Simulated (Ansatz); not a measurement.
WO$_{3}$:
```yaml
crystal:
  lattice:
    - [5.31463, 0.00000, 0.00000]
    - [0.00000, 5.31463, 0.00000]
    - [0.00000, 0.00000, 3.93287]
  atoms:
    - { symbol: W, position: [0.50000, 0.00000, 0.93560] }
    - { symbol: W, position: [0.00000, 0.50000, 0.06440] }
    - { symbol: O, position: [0.50000, 0.00000, 0.48942] }
    - { symbol: O, position: [0.00000, 0.50000, 0.51058] }
    - { symbol: O, position: [0.25000, 0.25000, 0.00000] }
    - { symbol: O, position: [0.25000, 0.75000, 0.00000] }
    - { symbol: O, position: [0.75000, 0.75000, 0.00000] }
    - { symbol: O, position: [0.75000, 0.25000, 0.00000] }
```

Relaxed with PBEsol. Special points in fractions of this cell's reciprocal vectors: Γ (0.000, 0.000, 0.000); X (0.000, 0.500, 0.000); M (0.500, 0.500, 0.000); Z (0.000, 0.000, 0.500); R (0.000, 0.500, 0.500); A (0.500, 0.500, 0.500).

Task: List the band energies nearest the valence-band maximum at these points for the program Ansatz at the PBEsol with spin–orbit coupling level (PAW).

Result: In eV from the valence-band maximum; about four levels below and three above (degenerate sets whole), none deeper than 8.9 eV; points with the same levels are listed once.

```csv
k,below,above
Γ,-1.10 -1.10 -0.01 -0.01,0.51 0.51 1.28 1.28
X,-0.81 -0.81 -0.81 -0.81,2.98 2.98 2.98 2.98
M,-1.39 -1.39 -1.39 -1.39,1.57 1.57 1.57 1.57
Z,-0.28 -0.28 0.00 0.00,0.56 0.56 3.71 3.71
R,-0.62 -0.62 -0.62 -0.62,3.38 3.38 3.38 3.38
A,-0.31 -0.31 -0.31 -0.31,3.78 3.78 3.78 3.78
```

Space group P4/nmm. The workflow started from a Materials Project entry (that database holds measured and hypothetical structures alike); the Crystallography Open Database files this formula in space group No. 129, but the cells were not matched. Its standing as an ambient phase is unchecked. Symmetry was held in the PBEsol relaxation; whether a distortion lowers the energy is not shown. The run is not spin-polarised. No Hubbard U is applied.

Potentials: the later of the program's two PAW sets.
